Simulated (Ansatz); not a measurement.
Input and output for Sn (diamond type): DFT, PBEsol, PAW with Ansatz's default frozen-core files, scalar-relativistic (Ansatz 0.2.0). This run: holes in Sn by PAW files.

The cell is a prototype at a set volume, not relaxed; it needn't be the stable phase.

Command: `ansatz run input.yaml --threads 2 --pin off --max-ram 5120MiB --backend cpu --events-out ev --progress --plain --runs-dir out` It took 30 s on 2 threads of Arm Neoverse V1, on a shared host, peak memory 0.77 GiB.

```yaml
crystal:
  lattice:
    - [6.657772584, 0.0, 0.0]
    - [0.0, 6.657772584, 0.0]
    - [0.0, 0.0, 6.657772584]
  atoms:
    - { symbol: Sn, position: [0.875, 0.375, 0.375] }
    - { symbol: Sn, position: [0.375, 0.875, 0.375] }
    - { symbol: Sn, position: [0.375, 0.375, 0.875] }
    - { symbol: Sn, position: [0.875, 0.875, 0.875] }
    - { symbol: Sn, position: [0.125, 0.125, 0.125] }
    - { symbol: Sn, position: [0.625, 0.625, 0.125] }
    - { symbol: Sn, position: [0.625, 0.125, 0.625] }
    - { symbol: Sn, position: [0.125, 0.625, 0.625] }
kpoints:
  mp_grid: { grid: [4, 4, 4] }
scf:
  occupations: { method: fermi_dirac, width: 0.0816 }
hamiltonian:
  xc: pbesol
  pseudopotentials: { kind: paw }
output:
  forces: true
  stress: true
  eigenvalues: true
  core_levels:
    shells: { Sn: ["3d"] }
    counted_from: fermi_level
    add_spin: always
```

Output:

```
Engine: ansatz 0.2.0
Pseudopotentials: kind: paw
Pseudopotential: Sn, paw, valence charge 14, recommended cutoff 420 eV (normal), Sn.paw.azcp
Functional definition: PBEsol
  exchange = pbesol_x
  correlation = pbesol_c
Crystal: 8 atoms, lattice volume = 295.112 Å³
Basis set: ecut = 420 eV, 5743 PW (Γ), exchange–correlation on 90×90×90 points (8 copies of the dense FFT grid, shifted against one another)
Bands: 68, of which v1, the nominal top of the filled ones, is band 56 counted from 1 (55 counted from 0)
Symmetry: 192 space group operations
Space group: Fd-3m (ITA 227), of the structure as read, at distance tolerance 6.7e-5 Å
k-points: 10 of 64
Non-local potential: Sn, projectors of the file, l = 0: 2, l = 1: 2, l = 2: 2, l = 3: 2
PAW form: soft (Blöchl's): semilocal exchange-correlation on the pseudo side does not see the compensation charge
PAW frozen core: Sn, regenerated for the run's functional, and the local potential with it (the file was generated under x = pbe(κ = 0.804, μ = 0.2195149727645171), c = pbe(β = 0.06672455060314922))
PAW one-centre angular grid: Sn, 590 points (default); XC on 64 Gauss nodes
Initial density: superposition of atomic densities (neutral atoms: chi_scale 0, normalization atom), corrected by the library's trained network
Initial wavefunctions: pseudopotential atomic-orbital guess
Functional: x = pbesol(κ = 0.804, μ = 0.12345679012345678), c = pbesol(β = 0.046)
SCF iter   1: F=—  HF=-47597.923964 eV  |F-HF|=—  |Δ(HF+E_count)|=         —  Δρ=2.74e-3  dr2=2.53e-2  ethr=1.77e-3  ⟨swp⟩=6.4  Hψ=2889  notcnv=0
preconditioner: auto → Resta (q_TF=auto, 2.321 Å⁻¹)  ε∞=2.4  [insulator: Δε(μ)=0.286 eV  Ē_g=19.099 eV  σ=0.082 eV  W_gap=0.69  n_scr=80 (ndim 8)  ℏωp=22.9 eV  f_vac=0.118  D(μ)=1.12/eV (n_scr^D=0)  ε∞_Penn≈2.4]
SCF iter   2: F=—  HF=-47597.915385 eV  |F-HF|=—  |Δ(HF+E_count)|=   8.58e-3  Δρ=9.90e-4  dr2=5.18e-3  ethr=2.26e-5  ⟨swp⟩=2.1  Hψ=1326  notcnv=0
SCF iter   3: F=—  HF=-47597.915995 eV  |F-HF|=—  |Δ(HF+E_count)|=   6.10e-4  Δρ=3.00e-4  dr2=6.61e-4  ethr=4.62e-6  ⟨swp⟩=2.9  Hψ=1204  notcnv=0
SCF iter   4: F=—  HF=-47597.916492 eV  |F-HF|=—  |Δ(HF+E_count)|=   4.97e-4  Δρ=5.18e-5  dr2=1.21e-5  ethr=5.90e-7  ⟨swp⟩=2.0  Hψ=828  notcnv=0
SCF iter   5: F=—  HF=-47597.916505 eV  |F-HF|=—  |Δ(HF+E_count)|=   1.29e-5  Δρ=9.50e-6  dr2=2.38e-7  ethr=1.08e-8  ⟨swp⟩=2.0  Hψ=832  notcnv=0
SCF iter   6: F=-47597.916505 eV  HF=-47597.916505 eV  |F-HF|=6.12e-9  |Δ(HF+E_count)|=   2.32e-7  Δρ=1.17e-6  dr2=2.93e-9  ethr=8.93e-11  ⟨swp⟩=10.6  Hψ=2934  notcnv=0
SCF 1 converged in 6 iterations: F = -47597.916505 eV  dr2 = 2.93e-9
  greatest PAW one-centre occupation: 0.991 electrons in one spin orbital (limit 2), on the Sn atom at site 7 (counted from 0), in its partial waves of l = 2
── core hole 1/1: 3d of Sn 0 ──
── 3d of Sn 0: 484.634 eV over the cell without the hole, in 10 iterations ──
SCF converged after 6 iterations
Free energy (F): -47597.916505 eV
Harris-Foulkes:  -47597.916505 eV  (|F-HF|=6.12e-9)
Internal energy: -47597.890321 eV  (E = F + TS)
E sigma→0 (E₀):  -47597.903413 eV
Entropy (-TS):   -0.026184 eV (-3.273 meV/atom)
Fermi energy:    6.657555 eV
--- Per-component energies (eV) ---
  E_band       = -1094.391646
  E_kinetic    = 1494.449531
  E_local      = -9595.656101  (includes V_loc(G=0)·N_el)
  E_nonlocal   = -242.603744
  E_hartree    = 5434.510535
  E_xc         = -3027.218203
  E_vxc        = -767.394362  (∫ρ·V_xc dr)
  E_paw        = -32529.470335  (= ΣΔE_a)
  E_vpaw       = -2852.213383  (= ΣTr[D̂ρ^β])
  E_aug_tail   = -0.000003  (compensation charges beyond the density's cutoff)
  E_ewald      = -9134.180719
  E_core_change = 2.278718  (= ΣΔE_core)
  E_smearing   = -0.026184  (= −TS)
  E_closure    = -0.000000  (closes the sum)
  Σ components = -47597.916505   (vs F -47597.916505, Δ=0.00e0)
--- Forces (eV/Å), atoms counted from 1 ---
  atom   1  Sn    -0.00000000     0.00000000     0.00000000
  atom   2  Sn    -0.00000000     0.00000000    -0.00000000
  atom   3  Sn     0.00000000     0.00000000     0.00000000
  atom   4  Sn     0.00000000     0.00000000    -0.00000000
  atom   5  Sn     0.00000000    -0.00000000     0.00000000
  atom   6  Sn    -0.00000000    -0.00000000     0.00000000
  atom   7  Sn    -0.00000000    -0.00000000     0.00000000
  atom   8  Sn     0.00000000    -0.00000000    -0.00000000
  max |Σ_I F_I| component: 3.47e-18 eV/Å
--- Stress (GPa, compression-positive) ---
       -1.897155       0.000000       0.000000
       -0.000000      -1.897155      -0.000000
       -0.000000      -0.000000      -1.897155
  P = ⅓ Tr σ = -1.8972 GPa (-18.972 kbar)
--- Band table (eV; the first three rows and the last of 10) ---
  k-point 0: bands = ["-14.7901", "-14.7901", "-14.7901", "-14.7901", "-14.7901", "-14.7901", "-14.7476", "-14.7476", "-14.7476", "-14.6968", "-14.6968", "-14.6760", "-14.6760", "-14.6760", "-14.6760", "-14.6760", "-14.6760", "-14.5677", "-14.5677", "-14.5677", "-14.5677", "-14.5677", "-14.5677", "-14.5003", "-14.5003", "-14.5003", "-14.5003", "-14.5003", "-14.5003", "-14.4437", "-14.4437", "-14.4437", "-14.4416", "-14.4416", "-14.3830", "-14.3830", "-14.3830", "-14.3830", "-14.3830", "-14.3830", "-3.3968", "-0.5461", "-0.5461", "-0.5461", "-0.5461", "-0.5461", "-0.5461", "4.5115", "4.5115", "4.5115", "4.5115", "4.5115", "4.5115", "5.5316", "6.8286", "6.8286", "6.8286", "7.5778", "7.5778", "7.5778", "7.5778", "7.5778", "7.5778", "8.8765", "8.8765", "8.8765", "11.5400", "13.9667"]
  k-point 1: bands = ["-14.7975", "-14.7975", "-14.7975", "-14.7975", "-14.7846", "-14.7846", "-14.7547", "-14.7547", "-14.7529", "-14.7221", "-14.6869", "-14.6719", "-14.6557", "-14.6557", "-14.6557", "-14.6557", "-14.6167", "-14.6154", "-14.5692", "-14.5692", "-14.5692", "-14.5692", "-14.5596", "-14.5191", "-14.5190", "-14.5190", "-14.5190", "-14.5190", "-14.4884", "-14.4521", "-14.4511", "-14.4340", "-14.4340", "-14.4198", "-14.3912", "-14.3912", "-14.3757", "-14.3757", "-14.3757", "-14.3757", "-3.2099", "-1.7547", "-0.5234", "-0.5234", "-0.5234", "-0.5234", "0.9100", "4.2206", "4.2206", "4.2206", "4.2206", "4.2456", "4.7152", "4.7152", "6.1844", "6.1844", "7.4373", "8.0002", "8.1307", "8.3826", "8.4024", "8.4024", "8.4024", "8.4024", "9.7547", "9.7547", "12.4750", "12.5693"]
  k-point 2: bands = ["-14.8037", "-14.8037", "-14.8037", "-14.8037", "-14.7705", "-14.7705", "-14.7705", "-14.7705", "-14.7480", "-14.7480", "-14.6587", "-14.6587", "-14.6303", "-14.6303", "-14.6303", "-14.6303", "-14.6203", "-14.6203", "-14.5743", "-14.5743", "-14.5743", "-14.5743", "-14.5493", "-14.5493", "-14.5391", "-14.5391", "-14.5391", "-14.5391", "-14.4782", "-14.4782", "-14.4234", "-14.4234", "-14.4118", "-14.4118", "-14.4118", "-14.4118", "-14.3696", "-14.3696", "-14.3696", "-14.3696", "-2.6557", "-2.6557", "-0.5000", "-0.5000", "-0.5000", "-0.5000", "2.5373", "2.5373", "3.9877", "3.9877", "3.9877", "3.9877", "5.3051", "5.3051", "5.3051", "5.3051", "7.7356", "7.7356", "8.7039", "8.7039", "9.9094", "9.9094", "9.9094", "9.9094", "10.6878", "10.6878", "10.6878", "10.6878"]
  k-point 9: bands = ["-14.7774", "-14.7774", "-14.7774", "-14.7774", "-14.7774", "-14.7774", "-14.7774", "-14.7774", "-14.7243", "-14.7243", "-14.7243", "-14.7243", "-14.6475", "-14.6475", "-14.6475", "-14.6475", "-14.6475", "-14.6475", "-14.6475", "-14.6475", "-14.4967", "-14.4967", "-14.4967", "-14.4967", "-14.4967", "-14.4967", "-14.4967", "-14.4967", "-14.4718", "-14.4718", "-14.4718", "-14.4718", "-14.3996", "-14.3996", "-14.3996", "-14.3996", "-14.3996", "-14.3996", "-14.3996", "-14.3996", "-1.9200", "-1.9200", "-1.9200", "-1.9200", "0.6846", "0.6846", "0.6846", "0.6846", "5.7351", "5.7351", "5.7351", "5.7351", "5.7351", "5.7351", "5.7351", "5.7351", "6.5410", "6.5410", "6.5410", "6.5410", "9.9145", "9.9145", "9.9145", "9.9145", "9.9145", "9.9145", "9.9145", "9.9145"]
--- Core levels from the Fermi level (as output.core_levels.counted_from types it; a hole's nearest image at 6.7 Å) ---
  the holes have spin, as output.core_levels.add_spin types it
  atom         alike  shell      binding/eV   shift/eV difference/eV images/eV   SCF
  Sn 0             8     3d         484.634     +0.000       484.634         –    10
  the dataset of Sn with a 3d hole: scattering error 0.004 eV; free atom: scalar-relativistic, large and small components
  the two lines of Sn's 3d: 3d3/2 +5.041 eV and 3d5/2 -3.361 eV off its levels, 2 : 3 in strength
```

Next run (atom 1 (Sn) replaced by Sb), as changes to the input before:

```diff
   atoms:
-    - { symbol: Sn, position: [0.875, 0.375, 0.375] }
+    - { symbol: Sb, position: [0.875, 0.375, 0.375] }
   eigenvalues: true
-  core_levels:
-    shells: { Sn: ["3d"] }
-    counted_from: fermi_level
-    add_spin: always
```

Results part of the output:

```
SCF 1 converged in 7 iterations: F = -48055.861225 eV  dr2 = 6.14e-8
  greatest PAW one-centre occupation: 0.996 electrons in one spin orbital (limit 2), on the Sb atom at site 0 (counted from 0), in its partial waves of l = 2
SCF converged after 7 iterations
Free energy (F): -48055.861225 eV
Harris-Foulkes:  -48055.861225 eV  (|F-HF|=1.47e-8)
Internal energy: -48055.795933 eV  (E = F + TS)
E sigma→0 (E₀):  -48055.828579 eV
Entropy (-TS):   -0.065292 eV (-8.162 meV/atom)
Fermi energy:    7.266866 eV
--- Per-component energies (eV) ---
  E_band       = -1164.919344
  E_kinetic    = 1515.714162
[... lines left out ...]
  atom   8  Sn     0.17670498     0.17670498     0.17670498
  max |Σ_I F_I| component: 1.11e-16 eV/Å
--- Stress (GPa, compression-positive) ---
       -0.953879       0.000000       0.000000
        0.000000      -0.953879      -0.000000
        0.000000      -0.000000      -0.953879
  P = ⅓ Tr σ = -0.9539 GPa (-9.539 kbar)
--- Band table (eV; the first three rows and the last of 10) ---
  k-point 0: bands = ["-22.1827", "-22.1827", "-22.1827", "-22.1689", "-22.1689", "-14.7139", "-14.7139", "-14.7139", "-14.6910", "-14.6910", "-14.6910", "-14.6488", "-14.6488", "-14.6488", "-14.6335", "-14.6143", "-14.6143", "-14.5891", "-14.5891", "-14.5474", "-14.5474", "-14.5474", "-14.5308", "-14.5308", "-14.5308", "-14.4614", "-14.4325", "-14.4325", "-14.4162", "-14.4055", "-14.4055", "-14.4055", "-14.3729", "-14.3729", "-14.3366", "-14.3366", "-14.3366", "-14.3009", "-14.3009", "-14.3009", "-3.8537", "-1.8645", "-0.5812", "-0.5812", "-0.5812", "-0.4562", "-0.4562", "4.0971", "4.0971", "4.0971", "4.5840", "4.5840", "4.5840", "5.1952", "6.6476", "6.6476", "6.6476", "7.3886", "7.4697", "7.4697", "7.4697", "7.5727", "7.5727", "8.7750", "8.7750", "8.7750", "11.4935", "13.4461"]
  k-point 1: bands = ["-22.1827", "-22.1827", "-22.1827", "-22.1689", "-22.1689", "-14.7178", "-14.7159", "-14.7159", "-14.6976", "-14.6939", "-14.6939", "-14.6631", "-14.6428", "-14.6428", "-14.6238", "-14.6048", "-14.6016", "-14.5854", "-14.5760", "-14.5449", "-14.5449", "-14.5445", "-14.5434", "-14.5308", "-14.5308", "-14.4592", "-14.4527", "-14.4317", "-14.4258", "-14.4124", "-14.4124", "-14.3905", "-14.3836", "-14.3807", "-14.3335", "-14.3335", "-14.3251", "-14.3008", "-14.3008", "-14.2965", "-3.7194", "-2.1942", "-1.1830", "-0.5583", "-0.5583", "-0.4325", "0.7756", "3.7426", "3.9578", "3.9578", "4.1432", "4.2809", "4.6331", "4.6331", "6.0512", "6.0512", "7.2272", "7.7633", "7.9459", "8.2502", "8.2502", "8.3083", "8.3567", "8.4120", "9.6259", "9.6259", "12.1453", "12.3073"]
  k-point 2: bands = ["-22.1827", "-22.1827", "-22.1827", "-22.1689", "-22.1689", "-14.7213", "-14.7179", "-14.7179", "-14.7024", "-14.6961", "-14.6961", "-14.6731", "-14.6375", "-14.6375", "-14.6189", "-14.5964", "-14.5818", "-14.5695", "-14.5687", "-14.5665", "-14.5443", "-14.5423", "-14.5423", "-14.5307", "-14.5307", "-14.4652", "-14.4499", "-14.4438", "-14.4296", "-14.4190", "-14.4190", "-14.3961", "-14.3957", "-14.3697", "-14.3310", "-14.3310", "-14.3182", "-14.3006", "-14.3006", "-14.2927", "-3.5146", "-2.6057", "-1.2746", "-0.5346", "-0.5346", "-0.4081", "2.2232", "2.4160", "3.7295", "3.7744", "3.7744", "4.0406", "4.9987", "4.9987", "5.3656", "5.3656", "7.4856", "7.6853", "8.5270", "8.5418", "9.5912", "9.5912", "9.6609", "9.9594", "10.4255", "10.6561", "10.6561", "10.6688"]
  k-point 9: bands = ["-22.1827", "-22.1827", "-22.1827", "-22.1689", "-22.1689", "-14.7047", "-14.7047", "-14.7047", "-14.6968", "-14.6968", "-14.6730", "-14.6730", "-14.6730", "-14.6725", "-14.5924", "-14.5924", "-14.5924", "-14.5786", "-14.5786", "-14.5786", "-14.5622", "-14.5622", "-14.5622", "-14.5432", "-14.5432", "-14.4164", "-14.4164", "-14.4164", "-14.4102", "-14.4102", "-14.4102", "-14.4046", "-14.3607", "-14.3607", "-14.3607", "-14.3213", "-14.3213", "-14.3202", "-14.3202", "-14.3202", "-3.2729", "-1.8728", "-1.8728", "-1.8728", "0.2106", "0.6388", "0.6388", "0.6388", "5.1204", "5.1204", "5.1204", "5.8039", "5.8039", "5.8066", "5.8066", "5.8066", "5.9851", "6.5158", "6.5158", "6.5158", "9.5803", "9.5803", "9.5803", "9.8593", "9.8593", "9.9895", "9.9895", "9.9895"]
```

Spin–orbit coupling is left out, which matters for the heavy atoms. The PAW files were made under PBE.
